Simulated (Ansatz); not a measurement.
SiS2:
```yaml
crystal:
  lattice:
    - [-2.77094, 4.82388, 2.76145]
    - [2.77094, -4.82388, 2.76145]
    - [2.77094, 4.82388, -2.76145]
  atoms:
    - { symbol: S, position: [0.88257, 0.79015, 0.67273] }
    - { symbol: S, position: [0.38257, 0.70985, 0.09242] }
    - { symbol: S, position: [0.61743, 0.29015, 0.90758] }
    - { symbol: S, position: [0.11743, 0.20985, 0.32727] }
    - { symbol: Si, position: [0.75000, 0.75000, 0.00000] }
    - { symbol: Si, position: [0.25000, 0.25000, 0.00000] }
```

Relaxed with r²SCAN+D4.

Question: Give the Bader charges and basin volumes of the independent atoms, plane-wave PAW r²SCAN+D4 (Ansatz code).

Answer: 

```json
[
 {"atom": "S1", "Bader charge (e)": "-1.36", "Bader volume (Å³)": "34.1"},
 {"atom": "Si5", "Bader charge (e)": "+2.72", "Bader volume (Å³)": "5.7"}
]
```

Space group Ibam. The cell was relaxed with r²SCAN+D4 under the symmetry of its start.

Potentials: the later of the program's two PAW sets.
